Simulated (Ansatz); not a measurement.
KI (rock salt)

```cif
data_I4K4
_chemical_formula_sum 'I4 K4'
_space_group_name_H-M_alt 'Fm-3m'
_space_group_IT_number 225
_space_group_name_Hall '-F 4 2 3'
_cell_length_a 7.18126
_cell_length_b 7.18126
_cell_length_c 7.18126
_cell_angle_alpha 90.000
_cell_angle_beta 90.000
_cell_angle_gamma 90.000
loop_
_atom_site_label
_atom_site_type_symbol
_atom_site_symmetry_multiplicity
_atom_site_Wyckoff_symbol
_atom_site_fract_x
_atom_site_fract_y
_atom_site_fract_z
_atom_site_occupancy
I1 I 4 a 0.00000 0.00000 0.00000 1
K1 K 4 b 0.50000 0.50000 0.50000 1
```
(The calculation used a cell of 2 atoms; values per cell refer to that cell.)

The relaxed cell is deformed in two ways at once: its volume V is scaled, and at that volume it is stretched along z (the c axis of the conventional cell) so that c/a changes. Fractional atomic positions are held.

These are PBE (plane waves to 420 eV, PAW, scalar-relativistic; Ansatz, a quantum-chemistry and plane-wave program) values and carry that method's errors. k mesh 8×8×8 (Γ-centred), Fermi-Dirac smearing 0.05 eV. Energies are smeared free energies. KI was relaxed with its symmetry unable to fall. Spin-orbit coupling is left out, though I is heavy. The relaxed volume of KI is well above the measured one; the method has no dispersion term. ΔE is measured from the relaxed starting cell.

Problem. Estimate the ΔE (kJ/mol of atoms) for all points of the grid V/V₀ = 0.920, 0.947, 0.973, 1.000, 1.027, 1.053, 1.080 by (c/a)/(c/a)₀ = 0.960, 0.973, 0.987, 1.000, 1.013, 1.027, 1.040.

Solution. ΔE (kJ/mol of atoms), with V/V₀ across and (c/a)/(c/a)₀ down:

```tsv
(c/a)/(c/a)₀ \ V/V₀	0.920	0.947	0.973	1.000	1.027	1.053	1.080
0.960	1.60	0.90	0.49	0.33	0.39	0.63	1.03
0.973	1.33	0.66	0.28	0.14	0.22	0.48	0.90
0.987	1.17	0.52	0.15	0.03	0.13	0.40	0.83
1.000	1.12	0.47	0.11	0.00	0.10	0.37	0.81
1.013	1.17	0.52	0.15	0.03	0.12	0.40	0.83
1.027	1.30	0.64	0.26	0.13	0.21	0.47	0.89
1.040	1.52	0.83	0.43	0.28	0.34	0.58	0.99
```

(Under strain, the slope of the energy per volume gives the stress and its curvature an elastic modulus.)
